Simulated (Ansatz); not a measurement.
The start is a generated cell, Ti placed in the diamond structure type. The cell and all atomic positions are relaxed at zero pressure with PBE (plane waves to 420 eV, PAW, scalar-relativistic; Ansatz, a program for electronic structure). The first steps use a coarse 10×10×10 k-mesh.

Starting cell:
```yaml
crystal:
  lattice:
    - [0.00000, 2.90956, 2.90956]
    - [2.90956, 0.00000, 2.90956]
    - [2.90956, 2.90956, 0.00000]
  atoms:
    - { symbol: Ti, position: [0.25000, 0.25000, 0.25000] }
    - { symbol: Ti, position: [0.00000, 0.00000, 0.00000] }
```

- Initial pressure = -2.2 GPa (negative: the cell is under tension)
- Outcome = The space group stays Fd-3m (No. 227) (the run could not lower it); the end is diamond type, with 2 atoms in the primitive cell
- Energy released = 0.01 eV/atom
- Volume change = -7.0 %, from 24.63 to 22.89 Å³/atom
- Shortest distances (start → end) = The closest pairs of elements (up to four, under 3.6 Å), start → end: Ti–Ti 2.52 → 2.46 Å
- Band gap at the end = no gap (metallic)
- Optimiser moves = 4

Final values are on a 14×14×14 k-mesh of the relaxed cell. No spin polarisation in the result. A magnetic state may lie lower.

The run could not lose the symmetry of its start, so the end can be a saddle point.

All atoms sit on sites fixed by symmetry, so only the cell could relax.

The relaxed structure here is a generated cell of Ti: the first start was made by placing the elements on the sites of a structure type, and the end was not matched to a known phase here, so it may be hypothetical. Known forms of Ti include space group No. 194.
